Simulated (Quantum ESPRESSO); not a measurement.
# Mo4S6Se2: input and log of a self-consistent run

Simulated, not a measurement. The program is pw.x of Quantum ESPRESSO 7.5 (plane-wave density functional theory). The cell is made up: 12 atoms on a layered 2H lattice, with randomly drawn elements, strain and displacements, not relaxed. PseudoDojo standard norm-conserving files (v0.5 for PBE, v0.4.1 for LDA and PBEsol) set the functional; there is no spin polarisation, spin-orbit coupling or dispersion term, and the masses in the input are unused placeholders.

Input:

```
&control calculation='scf', pseudo_dir='./dojo.nc.sr.pbe.v0_5.standard.upf', outdir='./o', disk_io='low', tprnfor=.true., tstress=.true. /
&system ibrav=0, nat=12, ntyp=3, nbnd=68, ecutwfc=107.82251126, nosym=.true., tot_charge=0,
 occupations='smearing', smearing='fd', degauss=0.0018374661
/
&electrons conv_thr=7.350e-09, electron_maxstep=60, /
ATOMIC_SPECIES
Mo 1.0 Mo.upf
S 1.0 S.upf
Se 1.0 Se.upf
CELL_PARAMETERS angstrom
3.193 -0.0466 -0.023
-0.0807 5.5369 -0.0005
-0.0914 -0.0012 12.5351
ATOMIC_POSITIONS angstrom
Mo -0.1194 1.8339 3.1591
Mo 1.621 0.9731 9.2854
Mo 1.6782 4.5554 3.2143
Mo -0.2543 3.8915 9.42
S -0.1012 1.9698 7.8661
S -0.1942 1.7444 10.9736
S 1.4641 1.0221 1.4904
Se 1.5909 0.8911 4.5306
S 1.5285 4.7214 7.8544
S 1.5203 4.6148 10.9369
Se -0.1585 3.6541 1.5717
S -0.1212 3.5932 4.9147
K_POINTS automatic
9 6 4 1 1 1
```

The log is shortened where brackets say so; the opening notice, blank lines, dates and the lines on written files are dropped, and the path of the files is cut. It prints rydbergs, bohrs and kilobars, and counts compression as positive stress.

```
     Program PWSCF v.7.5
     Parallel version (MPI & OpenMP), running on       4 processor cores
     Number of MPI processes:                 4
     Threads/MPI process:                     1
     [start-up lines left out]
     bravais-lattice index     =            0
     lattice parameter (alat)  =       6.0347  a.u.
     unit-cell volume          =    1495.1156 (a.u.)^3
     number of atoms/cell      =           12
     number of atomic types    =            3
     number of electrons       =       124.00
     number of Kohn-Sham states=           68
     kinetic-energy cutoff     =     107.8225  Ry
     charge density cutoff     =     431.2900  Ry
     scf convergence threshold =      7.3E-09
     mixing beta               =       0.7000
     number of iterations used =            8  plain     mixing
     Exchange-correlation= PBE
                           (   1   4   3   4   0   0   0)
     [axes and pseudopotential details left out]
   Cartesian axes
     site n.     atom                  positions (alat units)
         1        Mo     tau(   1) = (  -0.0373893   0.5742741   0.9892520  )
         2        Mo     tau(   2) = (   0.5076058   0.3047201   2.9076638  )
         3        Mo     tau(   3) = (   0.5255176   1.4264945   1.0065375  )
         4        Mo     tau(   4) = (  -0.0796324   1.2185984   2.9498129  )
         5        S      tau(   5) = (  -0.0316901   0.6168303   2.4632190  )
         6        S      tau(   6) = (  -0.0608125   0.5462477   3.4363128  )
         7        S      tau(   7) = (   0.4584736   0.3200641   0.4667093  )
         8        Se     tau(   8) = (   0.4981802   0.2790423   1.4187285  )
         9        S      tau(   9) = (   0.4786400   1.4784763   2.4595553  )
        10        S      tau(  10) = (   0.4760722   1.4450952   3.4248205  )
        11        Se     tau(  11) = (  -0.0496333   1.1442581   0.4921678  )
        12        S      tau(  12) = (  -0.0379530   1.1251877   1.5390070  )
     number of k points=   108  Fermi-Dirac smearing, width (Ry)=  0.0018
     Number of k-points >= 100: set verbosity='high' to print them.
     Dense  grid:   226069 G-vectors     FFT dimensions: (  40,  72, 160)
     Estimated max dynamical RAM per process >       1.15 GB
     Estimated total dynamical RAM >       4.44 GB
     Initial potential from superposition of free atoms
     starting charge     123.9939, renormalised to     124.0000
     Starting wfcs are   82 randomized atomic wfcs
     total cpu time spent up to now is       50.0 secs
     per-process dynamical memory:  1035.8 Mb
     Self-consistent Calculation
     iteration #  1     ecut=   107.82 Ry     beta= 0.70
     Davidson diagonalization with overlap
     ethr =  1.00E-02,  avg # of iterations =  2.0
     total cpu time spent up to now is      170.9 secs
     total energy              =   -1178.76086205 Ry
     estimated scf accuracy    <       1.56599832 Ry
     iteration #  2     ecut=   107.82 Ry     beta= 0.70
     Davidson diagonalization with overlap
     ethr =  1.26E-03,  avg # of iterations =  6.9
     total cpu time spent up to now is      358.7 secs
     total energy              =   -1176.88869267 Ry
     estimated scf accuracy    <      21.76197564 Ry
     iteration #  3     ecut=   107.82 Ry     beta= 0.70
     Davidson diagonalization with overlap
     ethr =  1.26E-03,  avg # of iterations =  7.7
     total cpu time spent up to now is      513.0 secs
     total energy              =   -1179.02390639 Ry
     estimated scf accuracy    <       6.72889559 Ry
     iteration #  4     ecut=   107.82 Ry     beta= 0.70
     Davidson diagonalization with overlap
     ethr =  1.26E-03,  avg # of iterations =  4.3
     total cpu time spent up to now is      634.3 secs
     total energy              =   -1179.61353712 Ry
     estimated scf accuracy    <       0.51508179 Ry
     iteration #  5     ecut=   107.82 Ry     beta= 0.70
     Davidson diagonalization with overlap
     ethr =  4.15E-04,  avg # of iterations =  6.4
     total cpu time spent up to now is      766.7 secs
     total energy              =   -1179.63961478 Ry
     estimated scf accuracy    <       0.54549172 Ry
     [iterations 6 to 17 left out]
     iteration # 18     ecut=   107.82 Ry     beta= 0.70
     Davidson diagonalization with overlap
     ethr =  1.31E-09,  avg # of iterations =  5.7
     total cpu time spent up to now is     2478.9 secs
     total energy              =   -1179.68655725 Ry
     estimated scf accuracy    <       0.00000052 Ry
     iteration # 19     ecut=   107.82 Ry     beta= 0.70
     Davidson diagonalization with overlap
     ethr =  4.17E-10,  avg # of iterations =  2.6
     total cpu time spent up to now is     2600.4 secs
     total energy              =   -1179.68655727 Ry
     estimated scf accuracy    <       0.00000040 Ry
     iteration # 20     ecut=   107.82 Ry     beta= 0.70
     Davidson diagonalization with overlap
     ethr =  3.26E-10,  avg # of iterations =  2.0
     total cpu time spent up to now is     2711.8 secs
     total energy              =   -1179.68655729 Ry
     estimated scf accuracy    <       0.00000014 Ry
     iteration # 21     ecut=   107.82 Ry     beta= 0.70
     Davidson diagonalization with overlap
     ethr =  1.10E-10,  avg # of iterations =  1.9
     total cpu time spent up to now is     2815.7 secs
     total energy              =   -1179.68655728 Ry
     estimated scf accuracy    <       0.00000007 Ry
     iteration # 22     ecut=   107.82 Ry     beta= 0.70
     Davidson diagonalization with overlap
     ethr =  5.59E-11,  avg # of iterations =  2.9
     total cpu time spent up to now is     2927.1 secs
     End of self-consistent calculation
     [lines on levels left out]
!    total energy              =   -1179.68655728 Ry
     estimated scf accuracy    <          7.0E-09 Ry
     smearing contrib. (-TS)   =      -0.00000030 Ry
     internal energy E=F+TS    =   -1179.68655699 Ry
     The total energy is F=E-TS. E is the sum of the following terms:
     one-electron contribution =    -739.75842878 Ry
     hartree contribution      =     417.99360186 Ry
     xc contribution           =    -217.61316039 Ry
     ewald contribution        =    -640.30856968 Ry
     convergence has been achieved in  22 iterations
     Forces acting on atoms (cartesian axes, Ry/au):
     atom    1 type  1   force =     0.09699682    0.07535355   -0.13644687
     atom    2 type  1   force =    -0.13695084   -0.00108906    0.09940200
     atom    3 type  1   force =    -0.14535581   -0.06345060   -0.03571604
     atom    4 type  1   force =     0.15324759   -0.12448075   -0.00881915
     atom    5 type  2   force =     0.04188073    0.02614792   -0.03957660
     atom    6 type  2   force =     0.06808366    0.06652909   -0.01527259
     atom    7 type  2   force =     0.01122103   -0.05187808    0.03181176
     atom    8 type  3   force =    -0.08159076   -0.00544607    0.26778195
     atom    9 type  2   force =    -0.05927739   -0.01711859   -0.06761673
     atom   10 type  2   force =    -0.06700065    0.04771514    0.03408604
     atom   11 type  3   force =     0.07727857    0.02984625   -0.07293843
     atom   12 type  2   force =     0.04146706    0.01787120   -0.05669535
     Total force =     0.507045     Total SCF correction =     0.000249
     Computing stress (Cartesian axis) and pressure
          total   stress  (Ry/bohr**3)                   (kbar)     P=       99.13
   0.00058907   0.00010736  -0.00017826           86.66       15.79      -26.22
   0.00010736   0.00061765   0.00025820           15.79       90.86       37.98
  -0.00017826   0.00025820   0.00081496          -26.22       37.98      119.89
     init_run     :     44.12s CPU     45.46s WALL (       1 calls)
     electrons    :   2834.61s CPU   2877.10s WALL (       1 calls)
     forces       :     18.15s CPU     18.26s WALL (       1 calls)
     stress       :     58.06s CPU     59.52s WALL (       1 calls)
     [timing details left out]
     PWSCF        :  49m19.96s CPU  50m 8.23s WALL
     JOB DONE.
```

In other units: free energy -16050.453 eV for the cell, pressure 9.91 GPa, largest force component 6.885 eV/Å. This run is the check on a run of the same cell at a cutoff of 1170 eV and k mesh 7 x 4 x 2: rerunning at a cutoff of 1467 eV and k mesh 9 x 6 x 4 moved values by no more than 0.002 eV in energy, 0.02 GPa in stress and 0.004 eV/Å in force.